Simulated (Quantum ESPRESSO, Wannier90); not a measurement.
## Tight-binding from DFT: KF (rock salt)

```xyz
2
Lattice="0.0000 2.6544 2.6544 2.6544 0.0000 2.6544 2.6544 2.6544 0.0000" Properties=species:S:1:pos:R:3 pbc="T T T"
K      0.0000     0.0000     0.0000
F      2.6544     2.6544     2.6544
```

Materials Project entry mp-463; symmetrised, unrelaxed at this level. COD (Crystallography Open Database) has an entry of this formula and space group (matched by these alone). Level: LDA, no spin polarisation, no spin-orbit coupling; pw.x of Quantum ESPRESSO at 68 Ry with PseudoDojo potentials, 10×10×10 k-points, Wannier90. Density: 10×10×10 mesh, cold smearing 0.01 Ry.

The plane-wave run has 15 bands and 16 electrons a cell. On the energy scale of pw.x, whose zero is arbitrary, the valence-band maximum lies at 1.22 eV.

Isolated groups of bands, relative to the valence-band maximum (bands from 9 on overlap up to the last one computed):

| bands | from (eV) | to (eV) | filling | weight on atomic waves |
|---|---|---|---|---|
| 1 | -25.60 | -25.46 | filled | K 3s 97 % |
| 2 | -18.31 | -18.20 | filled | F 2s 95 % |
| 3–5 | -9.66 | -9.01 | filled | K 3p 98 % |
| 6–8 | -0.86 | 0.00 | filled | F 2p 96 % |

Input w.win, without the blocks of cell, atoms and k-points (1000 lines):

```
num_bands = 11
num_wann = 5
exclude_bands = 1,3-5
num_iter = 1000
conv_tol = 1.0e-6
conv_window = 4
dis_num_iter = 1000
dis_conv_tol = 1.0e-6
dis_froz_max = 10.65
write_hr = true
write_u_matrices = true
begin projections
f=-0.00539,-0.01184,0.01293: s
f=0.50407,0.49662,0.48688: s;p
end projections
mp_grid = 10 10 10
```

wannier90.x stops with:
```
dis_windows: More states in the frozen window than target WFs
```
At some k-point more bands lie below dis_froz_max than there are Wannier functions, and every frozen state has to fit into the subspace. Mended as below, all else unchanged, the run goes through (Ω_I = 5.8 Å²) and follows the plane-wave bands to 3.1 meV rms (states up to 6.9 eV relative to the valence-band maximum).
```
dis_froz_max = 8.65
```
